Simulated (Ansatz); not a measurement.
Input for Ansatz (plane-wave DFT, PAW):

```yaml
crystal:
  lattice:
    - [0.0, 2.5803128213, 2.5803128213]
    - [2.5803128213, 0.0, 2.5803128213]
    - [2.5803128213, 2.5803128213, 0.0]
  atoms:
    - { symbol: Sr, position: [0.5, 0.5, 0.5] }
    - { symbol: O, position: [0.0, 0.0, 0.0] }
basis:
  ecutwfc: 500
kpoints:
  mp_grid: { grid: [8, 8, 8] }
hamiltonian:
  xc: r2scan
scf:
  occupations: { method: gaussian, width: 0.02 }
  n_extra_bands: 12
output:
  forces: false
  stress: false
  eigenvalues: true
  optics: { e_range: [0, 14], sigma: 0.1, nscf_kmesh: { grid: [12, 12, 12] } }
checkpoint:
  read: start.run
  write: ck
  compress: false
  write_wavefunctions: false
  write_every: 100000
```

Launched with
```bash
ansatz run input.yaml --threads 1 --pin off --max-ram 2560MiB --backend cpu --events-out ev --progress --plain --runs-dir out
```

Method: Ansatz, DFT r2SCAN, scalar-relativistic, plane waves, PAW.

From the run's log, abridged (final results; tables in files aren't shown):

```
SCF 1 converged in 7 iterations: F = -4127.055318 eV  dr2 = 5.13e-12
SCF converged after 7 iterations
Free energy (F): -4127.055318 eV
Harris-Foulkes:  -4127.055318 eV  (|F-HF|=1.82e-12)
Internal energy: -4127.055318 eV  (E = F + TS)
E sigma→0 (E₀):  -4127.055318 eV
Fermi energy:    9.389805 eV
--- Per-component energies (eV) ---
  E_band       = -71.622679
  E_kinetic    = 424.211372
  E_local      = -869.867009  (includes V_loc(G=0)·N_el)
  E_nonlocal   = 248.875192
  E_hartree    = 236.631146
  E_xc         = -239.160023
  E_vxc        = -286.621488  (∫ρ·V_xc dr)
  E_paw        = -2875.198171  (= ΣΔE_a)
  E_vpaw       = -77.959241  (= ΣTr[D̂ρ^β])
  E_aug_tail   = 0.001089  (compensation charges beyond the density's cutoff)
  E_vtau       = 16.475097  (kinetic-family band-sum trace: ∫τ·v_τ [+ j·A + Jᵃ·Aᵃ] dr)
  E_ewald      = -1052.370938
  E_core_change = -0.177977  (= ΣΔE_core)
  E_smearing   =  0.000000  (= −TS)
--- Band table (eV; the first three rows and the last of 29) ---
  k-point 0: bands = ["-25.8876", "-8.5036", "-6.9193", "-6.9193", "-6.9193", "7.4901", "7.4901", "7.4901", "12.0760", "14.3038", "14.3038", "14.3038", "16.6203", "16.6203", "20.4879", "31.7160", "31.7160", "31.7160", "33.3123", "33.3123"]
  k-point 1: bands = ["-25.8682", "-8.7762", "-6.9305", "-6.9305", "-6.6955", "7.0715", "7.3056", "7.3056", "12.7562", "14.1287", "14.6092", "14.6092", "17.0225", "17.0225", "21.5072", "30.0745", "31.1264", "31.1264", "32.2614", "32.5475"]
  k-point 2: bands = ["-25.8210", "-9.2701", "-6.9572", "-6.9572", "-6.3199", "6.2836", "6.9027", "6.9027", "14.0229", "14.2987", "15.4413", "15.4413", "18.0354", "18.0354", "23.5542", "27.7567", "28.2349", "28.2349", "30.4766", "32.5996"]
  k-point 28: bands = ["-25.7130", "-9.0409", "-7.5636", "-7.5636", "-6.4853", "6.4115", "7.0782", "7.0782", "14.0448", "14.0448", "16.7965", "19.2141", "19.5953", "21.2191", "22.8005", "22.8005", "26.0220", "28.9345", "28.9345", "31.6186"]
```

The run converged.

It took 44 s on 1 thread of Intel(R) Xeon(R) Processor @ 2.50GHz (Skylake/Cascade Lake), on a shared host, peak memory 0.67 GiB.

The run starts from the saved density of an earlier one, so iterations and time are fewer than from atoms.